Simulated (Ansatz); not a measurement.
Sr$_{2}$MnO$_{4}$:
```cif
data_Mn2O8Sr4
_chemical_formula_sum 'Sr4 Mn2 O8'
_space_group_name_H-M_alt 'P 1'
_space_group_IT_number 1
_cell_length_a 6.75249
_cell_length_b 6.75249
_cell_length_c 5.30184
_cell_angle_alpha 90.000
_cell_angle_beta 90.000
_cell_angle_gamma 133.764
loop_
_space_group_symop_operation_xyz
  'x, y, z'
loop_
_atom_site_label
_atom_site_type_symbol
_atom_site_fract_x
_atom_site_fract_y
_atom_site_fract_z
_atom_site_occupancy
Sr1 Sr 0.35554 0.64446 0.00000 1
Sr2 Sr 0.64446 0.35554 0.00000 1
Mn1 Mn 0.00000 0.00000 0.00000 1
O1 O 0.25000 0.25000 0.75000 1
O2 O 0.75000 0.75000 0.75000 1
O3 O 0.15610 0.84390 0.00000 1
O4 O 0.84390 0.15610 0.00000 1
Sr3 Sr 0.85554 0.14446 0.50000 1
Sr4 Sr 0.14446 0.85554 0.50000 1
Mn2 Mn 0.50000 0.50000 0.50000 1
O5 O 0.75000 0.75000 0.25000 1
O6 O 0.25000 0.25000 0.25000 1
O7 O 0.65610 0.34390 0.50000 1
O8 O 0.34390 0.65610 0.50000 1
```
Starting moments (μB, in the order of the atoms Sr Sr Mn O O O O Sr Sr Mn O O O O): 0.0 0.0 2.5 0.0 0.0 0.0 0.0 0.0 0.0 -2.5 0.0 0.0 0.0 0.0.

Relaxed with PBEsol.

### Question
Which orbitals make up the states near the band edges in the program Ansatz at the PBEsol level (PAW)?

### Answer
Top 1 eV of the valence band: O 2p 71 %, Mn 3d 25 %. Bottom 1 eV of the conduction band: Mn 3d 69 %, O 2p 19 %, O 2s 9 %. Projections are on Löwdin-orthogonalised atomic valence shells; empty p or d shells of many metals are not among them.

### Question
Tabulate the density of states.

### Answer
States/eV per cell of 14 atoms, in 0.25 eV bins, energy from the valence-band maximum.

| E (eV) | total | O 2p | Mn 3d | Sr 5s |
|---|---|---|---|---|
| -7.88 | 0.00 | 0.00 | 0.00 | 0.00 |
| -7.63 | 0.00 | 0.00 | 0.00 | 0.00 |
| -7.38 | 0.00 | 0.00 | 0.00 | 0.00 |
| -7.13 | 0.00 | 0.00 | 0.00 | 0.00 |
| -6.88 | 0.00 | 0.00 | 0.00 | 0.00 |
| -6.63 | 0.01 | 0.01 | 0.00 | 0.00 |
| -6.38 | 1.34 | 0.98 | 0.21 | 0.00 |
| -6.13 | 4.48 | 2.92 | 1.22 | 0.01 |
| -5.88 | 3.35 | 2.18 | 0.94 | 0.01 |
| -5.63 | 3.72 | 2.32 | 1.21 | 0.02 |
| -5.38 | 3.84 | 2.42 | 1.18 | 0.04 |
| -5.13 | 3.30 | 2.15 | 0.90 | 0.07 |
| -4.88 | 8.00 | 5.16 | 2.27 | 0.23 |
| -4.63 | 9.07 | 5.72 | 2.77 | 0.20 |
| -4.38 | 12.06 | 8.30 | 3.04 | 0.14 |
| -4.13 | 6.46 | 4.32 | 1.76 | 0.06 |
| -3.88 | 11.30 | 7.38 | 2.96 | 0.18 |
| -3.63 | 7.41 | 5.28 | 1.57 | 0.11 |
| -3.38 | 12.94 | 9.28 | 2.73 | 0.11 |
| -3.13 | 4.68 | 3.62 | 0.77 | 0.02 |
| -2.88 | 3.19 | 2.22 | 0.81 | 0.02 |
| -2.63 | 7.03 | 4.99 | 1.57 | 0.11 |
| -2.38 | 9.06 | 7.03 | 1.36 | 0.18 |
| -2.13 | 9.85 | 8.53 | 0.48 | 0.26 |
| -1.88 | 11.80 | 10.48 | 0.34 | 0.30 |
| -1.63 | 8.99 | 8.05 | 0.27 | 0.14 |
| -1.38 | 15.08 | 13.62 | 0.55 | 0.13 |
| -1.13 | 15.74 | 14.31 | 0.70 | 0.09 |
| -0.88 | 15.15 | 13.48 | 0.93 | 0.25 |
| -0.63 | 7.44 | 6.10 | 1.09 | 0.04 |
| -0.38 | 13.14 | 6.79 | 5.81 | 0.13 |
| -0.13 | 7.55 | 4.18 | 3.14 | 0.02 |
| 0.12 | 0.00 | 0.00 | 0.00 | 0.00 |
| 0.37 | 0.00 | 0.00 | 0.00 | 0.00 |
| 0.62 | 0.04 | 0.00 | 0.03 | 0.00 |
| 0.87 | 0.47 | 0.05 | 0.36 | 0.00 |
| 1.12 | 0.63 | 0.11 | 0.45 | 0.00 |
| 1.37 | 2.26 | 0.45 | 1.53 | 0.00 |
| 1.62 | 2.92 | 0.65 | 1.97 | 0.01 |
| 1.87 | 20.30 | 4.18 | 15.18 | 0.26 |
| 2.12 | 7.24 | 2.02 | 4.84 | 0.05 |
| 2.37 | 4.24 | 1.67 | 2.17 | 0.05 |
| 2.62 | 1.90 | 0.83 | 0.93 | 0.01 |
| 2.87 | 0.00 | 0.00 | 0.00 | 0.00 |
| 3.12 | 0.00 | 0.00 | 0.00 | 0.00 |
| 3.37 | 0.00 | 0.00 | 0.00 | 0.00 |
| 3.62 | 2.09 | 0.64 | 1.19 | 0.06 |
| 3.87 | 5.43 | 1.84 | 3.06 | 0.08 |
| 4.12 | 3.85 | 1.39 | 2.00 | 0.04 |
| 4.37 | 2.49 | 0.84 | 1.11 | 0.01 |
| 4.62 | 1.64 | 0.46 | 0.55 | 0.00 |
| 4.87 | 1.36 | 0.31 | 0.33 | 0.04 |
| 5.12 | 2.24 | 0.37 | 0.35 | 0.17 |
| 5.37 | 2.81 | 0.28 | 0.17 | 0.29 |

Space group I4/mmm. The workflow started from an entry of the Crystallography Open Database (COD). Whether it is the stable phase at ambient conditions was not checked. Symmetry was held in the PBEsol relaxation, as lowered by the spin order; its stability against distortions is not shown here. The final state is antiferromagnetic, chosen from 5 collinear starts compared on coarse meshes (ties went to the first, and starts can fall back to one state), not a proven ground state. No Hubbard U is applied. Spin–orbit coupling is left out wherever it is not named.

Potentials: the later of the program's two PAW sets.
